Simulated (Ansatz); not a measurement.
CsCrH8N2O8: Contact hyperfine fields

Cell: a refined structure from the COD, ions relaxed with PBE at fixed cell.

```cif
data_CsCrH8N2O8
_symmetry_space_group_name_H-M 'I-42m'
_symmetry_Int_Tables_number 121
_cell_length_a 7.0386
_cell_length_b 7.0386
_cell_length_c 8.1748
_cell_angle_alpha 90.000
_cell_angle_beta 90.000
_cell_angle_gamma 90.000
loop_
_atom_site_label
_atom_site_type_symbol
_atom_site_symmetry_multiplicity
_atom_site_Wyckoff_symbol
_atom_site_fract_x
_atom_site_fract_y
_atom_site_fract_z
Cs Cs 2 a 0.0000 0.0000 0.0000
Cr Cr 2 b 0.0000 0.0000 0.5000
H H 16 j 0.9763 0.6214 0.3193
N N 4 d 0.0000 0.5000 0.2500
O13 O 8 i 0.3648 0.3648 0.8363
O17 O 8 i 0.3057 0.3057 0.9977
```

One atom of each set is listed; the run and its k-mesh use a cell of 20 atoms with edges of 6.44, 6.44, 6.44 Å.

All values are calculated (Ansatz; DFT, PBE, plane waves and PAW, scalar-relativistic, collinear spin, 420 eV cutoff, Γ-centred 6×6×6 k-points, Fermi–Dirac smearing 0.05 eV), not measured. Start moments as typed (μB): 3 on each Cr, none on the rest.

B_c = (2μ₀/3)μB(ρ↑ − ρ↓), with the spin density averaged over the Thomson radius around the nucleus, 7.77 T per e/Å³, positive along the up direction of the run. The valence column is what the valence and semicore waves of the PAW files give as listed; the rest comes from solving these waves and the inner shells again in each spin's potential.

Problem. Give the site moments and the Fermi-contact fields.

Solution. The cell's net moment is 1.00 μB; the site moments, counted in spheres around the atoms, add up to 0.83 μB, and the difference lies between the spheres. One atom of each set is listed.

```
site  m (μB)  B_c (T)  valence column (T)  rest (T)
  Cs    0.00     -0.6                -0.6       0.0
  Cr    0.94     -7.5                 9.6     -17.1
   H    0.00      0.0                 0.0       0.0
   N    0.00      0.4                 0.4       0.0
 O13   -0.02      0.0                -0.3       0.4
 O17   -0.01      0.0                -0.1       0.1
```

The entry's hydrogen positions were far off; the other atoms hardly move on relaxation. All moments on Cr are parallel here (one such atom a cell), as the cell imposes; many such compounds order antiparallel, where fields on atoms that lie between magnetic neighbours largely cancel. The magnetic order is the one that the run reached from its start moments, not necessarily the measured one. Semilocal functionals underestimate core polarisation, so for a given moment the contact field on a magnetic ion comes out too small, by up to a factor of two. Orbital and dipolar fields are left out; they are small for half-filled shells and for d³ or d⁸ ions in regular octahedra, but can rival the contact field on other open-shell ions. Fields under about 2 T can be off by more than a tenth.
